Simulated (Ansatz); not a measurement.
CrBrO in space group Pmmn (No. 59; Cr on 2a, Br on 2b, O on 2b), r²SCAN+D4 in the plane-wave PAW code Ansatz, all energies at zero smearing, with the estimated change up to a 700 eV cutoff added, with one set of potentials and settings (totals compare only within such a set). Cell of 6 atoms (2 Cr, 2 Br, 2 O): -13494.480 eV.

```tsv
element	reference phase	E (eV/atom)
Cr	Im-3m, 2 atoms in the cell, spin-polarised	-3382.8541
Br	Cmce, 4 atoms in the cell	-2792.9529
O	C2/m, 4 atoms in the cell, spin-polarised	-566.0549
```

Formation energy per atom, worked out: (-13494.480 − 2×(-3382.8541) − 2×(-2792.9529) − 2×(-566.0549))/6 = -1.793 eV/atom (-173 kJ per mol of atoms), at 0 K, without zero-point energy or fitted corrections.

The workflow started from a Materials Project entry (that database holds measured and hypothetical structures alike); the Crystallography Open Database files this formula in space group No. 59, but the cells were not matched. Whether it is the stable phase at ambient conditions was not checked. Symmetry was held in the r²SCAN+D4 relaxation; whether a distortion lowers the energy is not shown. Spin order of the final state: ferromagnetic, chosen from 2 collinear starts compared on coarse meshes (ties went to the first, and starts can fall back to one state), not a proven ground state. Other orbital occupations within this spin state were not tried. No Hubbard U is applied. The references are the lowest solids computed at this level, not always the standard phases (solids in place of the gases).

Potentials: the later of the program's two PAW sets.
